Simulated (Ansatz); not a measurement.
# SrBiS, a known structure type with other elements, at an estimated volume

```xyz
12
Lattice="8.0360 0.0000 0.0000 0.0000 9.6413 0.0000 0.0000 0.0000 3.9325" Properties=species:S:1:pos:R:3 pbc="T T T"
Bi    1.0447    1.2245    0.9831
Bi    6.9914    8.4169    2.9494
Bi    5.0627    3.5962    0.9831
Bi    2.9733    6.0451    2.9494
Sr    3.8573    7.9059    0.9831
Sr    4.1787    1.7354    2.9494
Sr    7.8753    6.5561    0.9831
Sr    0.1607    3.0852    2.9494
S     6.6297    0.3857    0.9831
S     1.4063    9.2557    2.9494
S     2.6117    4.4350    0.9831
S     5.4243    5.2063    2.9494
```

Single point in Ansatz 0.2.0 with r2SCAN, no spin polarisation. Cutoff 500 eV, PAW datasets, 3×3×7 Γ-centred k mesh, gaussian filling (width 0.0107 eV).

Q: Give the Bader charges.

A: Bader charges in e: Sr +1.16, Bi -0.11, S -1.06. In the mean Sr gives up most and S takes most.

Q: What happens at the Fermi level?

A: It is a metal, with about 9.6 states/eV a cell as the mean within 0.25 eV of the Fermi level.

Q: What do density and ELF say about some of the short contacts?

A: Bi–S at 2.57 Å: least valence density 0.47 e/Å³ and ELF 0.38 there. Bi–Sr at 2.85 Å: least valence density 0.29 e/Å³ and ELF 0.22 there. These are pseudo-fields; inside the PAW spheres they differ from the all-electron ones.

Q: Which atom feels the largest force, and which way?

A: The largest is on Sr6 (and as large on other atoms): 3.47 eV/Å, components (-1.28, -3.23, 0.00). It makes 136° with the line to a nearest neighbour, Bi3 at 2.85 Å, pointing away from it.

Origin: a known structure type with other elements, at an estimated volume, so it need not be a known compound. Caveats: many states at the Fermi level without spin polarisation, so a magnetic state may lie lower; atoms or cell far from equilibrium.
